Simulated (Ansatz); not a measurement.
The cell below belongs to a search over invented structures; it isn't taken from experiment.

Input and command of a plane-wave DFT calculation in Ansatz:

```yaml
crystal:
  lattice:
    - [3.2663328417, 0.0, 0.0]
    - [0.0, 3.2663328417, 0.0]
    - [0.0, 0.0, 5.8299990041]
  atoms:
    - { symbol: Ge, position: [0.5, 0.0, 0.3627308124] }
    - { symbol: Ge, position: [0.0, 0.5, 0.6372691876] }
    - { symbol: W, position: [0.5, 0.0, 0.8590358317] }
    - { symbol: W, position: [0.0, 0.5, 0.1409641683] }
basis:
  ecutwfc: 420
kpoints:
  mp_grid: { grid: [12, 12, 6] }
  band_path:
    path:
      - [[0.0, 0.0, 0.0], [0.0, 0.5, 0.0], [0.5, 0.5, 0.0], [0.0, 0.0, 0.0], [0.0, 0.0, 0.5], [0.0, 0.5, 0.5], [0.5, 0.5, 0.5], [0.0, 0.0, 0.5]]
      - [[0.0, 0.5, 0.0], [0.0, 0.5, 0.5]]
      - [[0.5, 0.5, 0.0], [0.5, 0.5, 0.5]]
    npoints: 10
hamiltonian:
  xc: pbe
scf:
  occupations: { method: gaussian, width: 0.1 }
output:
  forces: true
  stress: true
  eigenvalues: true
  populations: true
  dos: { projected: true, de: 0.02 }
  bader: false
  write_density: true
  write_potential: true
  elf: true
  volumetric_format: npy
magnetization:
  noncollinear: true
  spin_orbit: true
```

```bash
ansatz run input.yaml --threads 1 --pin off --max-ram 2560MiB --backend cpu --events-out ev --progress --plain --runs-dir out
```

Processor: Intel(R) Xeon(R) Gold 6455B (Sapphire Rapids), 1 thread, on a host shared with other jobs.

Question: How long does it run, and how much memory does it take?

Answer: About 77 s, peak memory 0.97 GiB. It solves 68 bands at 112 k points (after reduction by symmetry) with about 1219 plane waves, in 8 SCF iterations.
